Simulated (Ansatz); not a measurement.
## Ba2LiIrO6: relaxation (Ansatz)

Input:

```yaml
crystal:
  lattice:
    - [0.0, 4.080871, 4.080871]
    - [4.080871, 0.0, 4.080871]
    - [4.080871, 4.080871, 0.0]
  atoms:
    - { symbol: Li, position: [0.5, 0.5, 0.5] }
    - { symbol: Ba, position: [0.25, 0.25, 0.25] }
    - { symbol: Ba, position: [0.75, 0.75, 0.75] }
    - { symbol: Ir, position: [0.0, 0.0, 0.0] }
    - { symbol: O, position: [0.767, 0.233, 0.233] }
    - { symbol: O, position: [0.233, 0.767, 0.233] }
    - { symbol: O, position: [0.233, 0.767, 0.767] }
    - { symbol: O, position: [0.767, 0.233, 0.767] }
    - { symbol: O, position: [0.233, 0.233, 0.767] }
    - { symbol: O, position: [0.767, 0.767, 0.233] }
  symmetry: { tolerance: 0.0003 }
kpoints:
  mp_grid: { grid: [7, 7, 7], shift: [0, 0, 0] }
magnetization:
  spin_polarized: false
scf:
  occupations: { method: gaussian, width: 0.2204 }
  lower_state_search: "off"
hamiltonian:
  pseudopotentials: { kind: paw }
  xc: pbe
basis:
  ecutwfc: 420
  fft_grid_basis: typed
relax:
  max_steps: 40
output:
  forces: true
  stress: true
  eigenvalues: true
  bader: true
  populations: true
  elf: true
  write_potential: true
  volumetric_format: npy
  dos:
    e_range: [-12, 8]
    de: 0.05
    projected: { site_lists: { Ba: [Ba], Ir: [Ir], Li: [Li], O: [O] } }
  write_density: true
checkpoint:
  read: saved_state
```

Launch command:

```bash
ansatz run input.yaml --threads 2 --pin off --max-ram 2560MiB --backend cpu --events-out ev --progress --plain --runs-dir out
```

Origin of the cell: a known structure type with other elements, at an estimated volume, so it need not be a known compound.

The saved state is a converged single point of the same cell.

Steps:

```tsv
step	ΔF (meV/atom)	max force component (eV/Å)	SCF iterations	step was
1	0.0	0.516	6	accepted
2	-2.6	0.083	6	accepted
3	-2.7	0.002	6	accepted
4	-2.7	0.002	6	accepted
```

The starting structure.

Space group Fm-3m (No. 225); the run's cell has a = 5.771 Å, b = 5.771 Å, c = 5.771 Å, α = 60.00°, β = 60.00°, γ = 60.00°. Shortest distances: Ir–O 1.90 Å, Li–O 2.18 Å, O–O 2.69 Å, Ba–O 2.89 Å, Ba–Li 3.53 Å, Ba–Ir 3.53 Å.

After:

Space group Fm-3m (No. 225); the run's cell has a = 5.771 Å, b = 5.771 Å, c = 5.771 Å, α = 60.00°, β = 60.00°, γ = 60.00°. Shortest distances: Ir–O 1.92 Å, Li–O 2.16 Å, O–O 2.71 Å, Ba–O 2.89 Å, Ba–Li 3.53 Å, Ba–Ir 3.53 Å.

```yaml
crystal:
  lattice:
    - [0.00000, 4.08087, 4.08087]
    - [4.08087, 0.00000, 4.08087]
    - [4.08087, 4.08087, 0.00000]
  atoms:
    - { symbol: Li, position: [0.50000, 0.50000, 0.50000] }
    - { symbol: Ba, position: [0.25000, 0.25000, 0.25000] }
    - { symbol: Ba, position: [0.75000, 0.75000, 0.75000] }
    - { symbol: Ir, position: [0.00000, 0.00000, 0.00000] }
    - { symbol: O, position: [0.76486, 0.23514, 0.23514] }
    - { symbol: O, position: [0.23514, 0.76486, 0.23514] }
    - { symbol: O, position: [0.23514, 0.76486, 0.76486] }
    - { symbol: O, position: [0.76486, 0.23514, 0.76486] }
    - { symbol: O, position: [0.23514, 0.23514, 0.76486] }
    - { symbol: O, position: [0.76486, 0.76486, 0.23514] }
```

```yaml
Free_energy_lowered_by: 2.7 meV/atom
Final_pressure: -0.22 GPa
Relaxation_steps_listed: 4
```

Caveats: no moments, though an odd count or open d shells may carry them; no spin-orbit coupling, though heavy elements are present; the SCF threshold is looser than advised for a stress; the relaxation held the start's symmetry, so the end may be a saddle point; wide smearing.

Time: 50 s of wall time on 2 CPU thread(s) of a shared host, from a saved density.
